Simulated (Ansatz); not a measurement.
Structure optimisation: phosphorus, simple cubic

All numbers below come from DFT, LDA (PW92), plane waves (420 eV) with PAW, scalar-relativistic in Ansatz. (PAW data from PBE, frozen cores regenerated.)

k-point mesh 12×12×12, Fermi-Dirac smearing 0.1 eV, no spin polarisation. Cell and atoms relax.

Starting structure:

```cif
data_structure
_symmetry_space_group_name_H-M 'P 1'
_symmetry_Int_Tables_number 1
_cell_length_a 2.5428
_cell_length_b 2.5428
_cell_length_c 2.5428
_cell_angle_alpha 90.000
_cell_angle_beta 90.000
_cell_angle_gamma 90.000
_cell_volume 16.44
loop_
_atom_site_label
_atom_site_type_symbol
_atom_site_fract_x
_atom_site_fract_y
_atom_site_fract_z
_atom_site_occupancy
P1 P 0.00000 0.00000 0.00000 1
```

Problem. What cell does the relaxation end in?

Solution. Pm-3m with a = 2.407 Å; 13.95 Å³ per atom against 16.44 at the start (-15.1 %).

Problem. How much energy does the relaxation gain?

Solution. 119.5 meV per atom.

Path of the relaxation (the plane waves are chosen anew near the end, which can shift the energy a little):

```csv
step,E − E(final) (meV/atom),V (Å³/atom),P (GPa),max force (eV/Å)
0,119.45,16.441,-13.61,0.000
1,12.83,14.681,-5.31,0.000
2,0.83,13.742,2.03,0.000
3,-0.37,13.978,-0.22,0.000
4,-0.40,13.953,0.00,0.000
5,0.00,13.953,-0.04,0.000
```
